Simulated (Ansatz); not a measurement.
TiAu in space group P4/nmm (No. 129; Ti on 2c, Au on 2c), DFT-PBE in the program Ansatz with PAW potentials, all energies at zero smearing, with the estimated change up to a 700 eV cutoff added, with one set of potentials and settings (totals compare only within such a set). Cell of 4 atoms (2 Ti, 2 Au): -31299.778 eV.

| element | reference phase | E (eV/atom) |
|---|---|---|
| Ti | P6/mmm, 3 atoms in the cell | -2499.6739 |
| Au | Fm-3m, 1 atoms in the cell | -13149.3277 |

Formation energy per atom, worked out: (-31299.778 − 2×(-2499.6739) − 2×(-13149.3277))/4 = -0.444 eV/atom (-43 kJ per mol of atoms), at 0 K, without zero-point energy or fitted corrections.

The first step of the workflow began from a Materials Project structure, measured or hypothetical; the Crystallography Open Database copy checked does not list it. COD files the formula under space group No. 221, so this cell is another polymorph or a model. With Ti and Au taken as one species the cell has the higher symmetry P4/nmm, so it may be an ordered model of a mixed-site phase. Its standing as an ambient phase is unchecked. Symmetry was held in the PBE relaxation; whether a distortion lowers the energy is not shown. The run is not spin-polarised. The references are the lowest solids computed at this level, not always the standard phases. Spin–orbit coupling is left out wherever it is not named.

Potentials: the later of the program's two PAW sets.
